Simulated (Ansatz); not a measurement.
Here is the system:

Li:
```cif
data_Li9
_chemical_formula_sum 'Li9'
_space_group_name_H-M_alt 'R-3m :H'
_space_group_IT_number 166
_space_group_name_Hall '-R 3 2"'
_cell_length_a 3.05604
_cell_length_b 3.05604
_cell_length_c 22.49922
_cell_angle_alpha 90.000
_cell_angle_beta 90.000
_cell_angle_gamma 120.000
loop_
_atom_site_label
_atom_site_type_symbol
_atom_site_symmetry_multiplicity
_atom_site_Wyckoff_symbol
_atom_site_fract_x
_atom_site_fract_y
_atom_site_fract_z
_atom_site_occupancy
Li1 Li 6 c 0.00000 0.00000 0.22225 1
Li2 Li 3 a 0.00000 0.00000 0.00000 1
```
(The calculation used a cell of 3 atoms; values per cell refer to that cell.)

This is the PBEsol-relaxed structure.

Q: All from PBEsol (plane waves, PAW; program Ansatz), unless another level is named. Predict the bulk modulus (Birch–Murnaghan fit).

A: 13.6 GPa.

Q: What about the highest zone-centre frequency?

A: 282 cm⁻¹.

The first step of the workflow began from a Materials Project structure, measured or hypothetical; the Crystallography Open Database files this formula in space group No. 166, but the cells were not matched. It is not the phase usual at ambient conditions (space group No. 229). Symmetry was held in the PBEsol relaxation; its stability against distortions is not shown here. As this level gives no gap, phonon frequencies hold no LO–TO term and depend on the k-mesh and smearing (Fermi–Dirac, 0.1 eV here).

Potentials: the earlier of the program's two PAW sets. The files were generated under PBE; for other functionals the program regenerates the frozen cores, and for LDA and PBEsol the local potential too.
